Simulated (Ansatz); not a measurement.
**Relaxing a structure of Zn**

The start is a generated cell, Zn placed in the AFLOW prototype A_tP4_129_ac (A_d). The structure is fully relaxed (lattice and positions, P = 0) with r2SCAN (plane waves to 500 eV, PAW, scalar-relativistic; Ansatz, a program for electronic structure). First-step values are on the input's coarse k-mesh.

Ansatz input (later rounds restart from its end on a renewed k-mesh):
Ansatz 0.2 input:
```yaml
crystal:
  lattice:
    - [4.4387109, 0, 0]
    - [0, 4.4387109, 0]
    - [0, 0, 3.0709317]
  atoms:
    - { symbol: Zn, position: [0, 0, 0] }
    - { symbol: Zn, position: [0.5, 0.5, 0] }
    - { symbol: Zn, position: [0.5, 0, 0.375] }
    - { symbol: Zn, position: [0, 0.5, 0.625] }
basis: { ecutwfc: 500, ecutrho_ratio: 4, xc_grid: 4, fft_grid_basis: typed }
kpoints: { mp_grid: { grid: [7, 7, 11] } }
hamiltonian:
  xc: r2scan
  dispersion: none
  pseudopotentials: { azcp: { folder: ./paw }, kind: paw }
scf: { occupations: { method: fermi_dirac, width: 0.05 } }
relax: { f_tol: 0.01, max_steps: 100, cell: { stress_tol: 0.02 } }
output: { forces: true, stress: true }
```

Problem. Does the structure survive the relaxation? Give the final space group.

Solution. The space group goes from P4/nmm (No. 129) to I4/mmm (No. 139); the end is AFLOW prototype A_tI2_139_a (A_a), with 1 atom in the primitive cell.

Problem. By how much does the energy per atom fall from start to end?

Solution. 0.16 eV/atom.

Problem. How do the shortest distances between atoms change?

Solution. The closest pairs of elements (up to four, under 3.6 Å), start → end: Zn–Zn 2.50 → 2.59 Å.

Problem. Is the relaxed structure metallic? Give its gap.

Solution. Zero (metallic).

Final values are on a 22×22×22 k-mesh of the relaxed cell. No spin polarisation in the result.

The run could not lose the symmetry of its start: the end is stationary, and may be a saddle point rather than a minimum.

The relaxed structure here is a generated cell of Zn: the first start was made by placing the elements on the sites of a structure type, and the end was not matched to a known phase here, so it may be hypothetical. Known forms of Zn include space group No. 194.
